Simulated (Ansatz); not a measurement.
Calculated quadrupolar parameters for SnI2O6F2

The cell is a refined structure from the COD whose atoms were relaxed with PBE, the cell held.

Space group P2_1 (No. 4); a = 5.4360, b = 9.9100, c = 6.2810 Å, β = 105.44°.

| site | Wyckoff | site symmetry | x | y | z |
| --- | --- | --- | --- | --- | --- |
| Sn | 2a | 1 | 0.8076 | 0.1284 | 0.7138 |
| I3 | 2a | 1 | 0.4164 | 0.2458 | 0.0632 |
| I5 | 2a | 1 | 0.1954 | 0.0190 | 0.3593 |
| O7 | 2a | 1 | 0.9449 | 0.0032 | 0.5107 |
| O9 | 2a | 1 | 0.1418 | 0.1986 | 0.2876 |
| O11 | 2a | 1 | 0.1434 | 0.2374 | 0.8101 |
| O13 | 2a | 1 | 0.6612 | 0.2631 | 0.9022 |
| O15 | 2a | 1 | 0.4635 | 0.0295 | 0.6158 |
| O17 | 2a | 1 | 0.4775 | 0.0666 | 0.1280 |
| F19 | 2a | 1 | 0.7042 | 0.2671 | 0.4716 |
| F21 | 2a | 1 | 0.9062 | 0.9900 | 0.9533 |

One atom of each set is listed.

All values are calculated (Ansatz; DFT, PBE, plane waves and PAW, scalar-relativistic, 420 eV cutoff, Γ-centred 4×2×4 k-points, Fermi–Dirac smearing 0.02 eV), not measured.

V_zz is the principal component of the electric field gradient with the largest magnitude, η = (V_xx − V_yy)/V_zz and C_Q = eQV_zz/h.

¹²⁷I: I = 5/2, Q = -688.2 mb; ¹⁷O: I = 5/2, Q = -25.58 mb. Quadrupole moments are those of Pyykkö's year-2017 table.

```
site  atoms                                first shell  V_zz (10²¹ V/m²)     η  C_Q (MHz)
  Sn      2     2 F at 2.00–2.02 Å, 4 O at 2.06–2.08 Å             -2.20  0.67          –
  I3      2                         4 O at 1.83–2.36 Å             -57.0  0.11        949
  I5      2     3 O at 1.84–1.87 Å; also 1 O at 2.42 Å             -56.2  0.10        935
  O7      2  1 I at 1.86 Å, 1 Sn at 2.06 Å, angle 134°             14.26  0.33      -8.82
  O9      2             2 I at 1.84–2.36 Å, angle 105°             14.66  0.27      -9.06
 O11      2  1 I at 1.87 Å, 1 Sn at 2.07 Å, angle 135°             14.82  0.45      -9.17
 O13      2  1 I at 1.88 Å, 1 Sn at 2.08 Å, angle 133°             13.43  0.37      -8.30
 O15      2  1 I at 1.87 Å, 1 Sn at 2.06 Å, angle 136°             14.96  0.43      -9.25
 O17      2                              1 I at 1.83 Å             15.32  0.19      -9.47
 F19      2    1 Sn at 2.02 Å; also 2 I at 2.63–2.71 Å             10.94  0.55          –
 F21      2    1 Sn at 2.00 Å; also 2 I at 2.63–2.97 Å             12.06  0.37          –
```

At O7, O9, O11, O13 and O15 V_zz points along the shorter of its two bonds, to I (within 12°) in each case. At F19 and F21 V_zz points along its bond to Sn (within 5°) in each case. At O17 V_zz points along its bond to I (within 5°).

Sn, F have no stable isotope with a ground-state quadrupole moment in the table, so no C_Q is given.

Without spin–orbit coupling the gradients at and beside I can be off by some per cent, at some sites by more.
